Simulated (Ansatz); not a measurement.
# Calculated coordination and B-10 quadrupole coupling for LiSiB6

Cell: a computed structure from the Materials Project (it need not be an observed phase), taken as it stands.

```cif
data_LiSiB6
_symmetry_space_group_name_H-M 'Cmce'
_symmetry_Int_Tables_number 64
_cell_length_a 6.1007
_cell_length_b 10.9753
_cell_length_c 8.4136
_cell_angle_alpha 90.000
_cell_angle_beta 90.000
_cell_angle_gamma 90.000
loop_
_atom_site_label
_atom_site_type_symbol
_atom_site_symmetry_multiplicity
_atom_site_Wyckoff_symbol
_atom_site_fract_x
_atom_site_fract_y
_atom_site_fract_z
Li Li 8 f 0.0000 0.1745 0.6599
Si Si 8 f 0.0000 0.8344 0.6203
B9 B 16 g 0.7346 0.9206 0.5316
B11 B 8 f 0.0000 0.6521 0.5561
B12 B 8 f 0.0000 0.3994 0.6507
B13 B 16 g 0.6592 0.0394 0.6656
```

One atom of each set is listed; the run and its k-mesh use a cell of 32 atoms with edges of 6.28, 6.28, 8.41 Å.

All values are calculated (Ansatz; DFT, PBE, plane waves and PAW, scalar-relativistic, 420 eV cutoff, Γ-centred 6×6×4 k-points, Fermi–Dirac smearing 0.05 eV), not measured.

Q(B-10) = 84.59 mb.

(1) Order the B environments from the weakest to the strongest quadrupole coupling.
A. B12: 5 B at 1.76–1.83 Å, 1 Si at 2.05 Å; also 1 Li at 2.47 Å
B. B11: 5 B at 1.80–1.83 Å, 1 Si at 2.07 Å; also 4 Li at 2.40–3.18 Å
C. B13: 6 B at 1.78–1.94 Å; also 2 Li at 2.30–2.55 Å
D. B9: 5 B at 1.76–1.82 Å, 1 Si at 2.02 Å; also 2 Li at 2.51–3.24 Å

Results:

(1) A (1.12 MHz, η = 0.89), B (1.62 MHz, η = 0.16), D (1.82 MHz, η = 0.52), C (2.08 MHz, η = 0.24).

At B9 V_zz points along its one bond to Si (within 7°). Like point charges on the first shell alone (each adding as 1/d³) would give another order (B9 < B11 < B12 < B13): the kind of neighbour, the covalent part of each bond and the atoms beyond the first shell count as well.
